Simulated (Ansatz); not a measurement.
CuI:
```xyz
2
Lattice="0.0000 3.0395 3.0395 3.0395 0.0000 3.0395 3.0395 3.0395 0.0000" Properties=species:S:1:pos:R:3 pbc="T T T"
Cu     4.5592     4.5592     4.5592
I      0.0000     0.0000     0.0000
```

The program Ansatz at the PBE level (PAW) gives a gap of 1.10 eV without spin–orbit coupling, maximum at Γ, minimum at Γ.

Q: What happens when spin–orbit coupling is switched on?

A: The gap decreases by 0.15 eV, to 0.95 eV; maximum on the Γ–X line, 1 % of the way from Γ, minimum at Γ.

Q: How large is the spin–orbit splitting of the valence top at Γ?

A: The fourfold level lies 0.42 eV above the split-off pair.

Space group F-43m (zinc blende). Symmetry was held in the PBE relaxation; phonons on a q-mesh show no instability. The run is not spin-polarised.

Potentials: the later of the program's two PAW sets.
